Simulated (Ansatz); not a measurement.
This run works on a generated trial structure, not on a known crystal.

Input and command of a plane-wave DFT calculation in Ansatz:

```yaml
crystal:
  lattice:
    - [0.0, 3.84204953, 3.84204953]
    - [3.84204953, 0.0, 3.84204953]
    - [3.84204953, 3.84204953, 0.0]
  atoms:
    - { symbol: Fe, position: [0.5, 0.5, 0.5], spin: 4.0 }
    - { symbol: Pb, position: [0.75, 0.75, 0.75] }
    - { symbol: Pb, position: [0.0, 0.0, 0.0] }
    - { symbol: O, position: [0.25, 0.25, 0.25] }
    - { symbol: O, position: [0.37660645, 0.37660645, 0.37660645] }
    - { symbol: O, position: [0.37660645, 0.37660645, 0.87018066] }
    - { symbol: O, position: [0.37660645, 0.87018066, 0.37660645] }
    - { symbol: O, position: [0.87018066, 0.37660645, 0.37660645] }
basis:
  ecutwfc: 420
kpoints:
  mp_grid: { grid: [3, 3, 3] }
hamiltonian:
  xc: pbe
scf:
  occupations: { method: gaussian, width: 0.15 }
  lower_state_search: "off"
output:
  forces: true
  stress: true
  eigenvalues: true
  populations: true
magnetization:
  spin_polarized: true
relax:
  adjacent_minimum: "off"
  f_tol: 0.08
  max_steps: 16
  cell: { stress_tol: 0.8 }
```

```bash
ansatz run input.yaml --threads 1 --pin off --max-ram 2560MiB --backend cpu --events-out ev --progress --plain --runs-dir out
```

Processor: Intel(R) Xeon(R) Processor @ 2.70GHz, 1 thread, on a host shared with other jobs.

Q: How long does it run, and how much memory does it take?

A: About 120 s, peak memory 0.47 GiB. It solves 47 bands at 4 k points (after reduction by symmetry) with about 2975 plane waves (on the last cell), in 164 SCF iterations over 10 ionic steps.
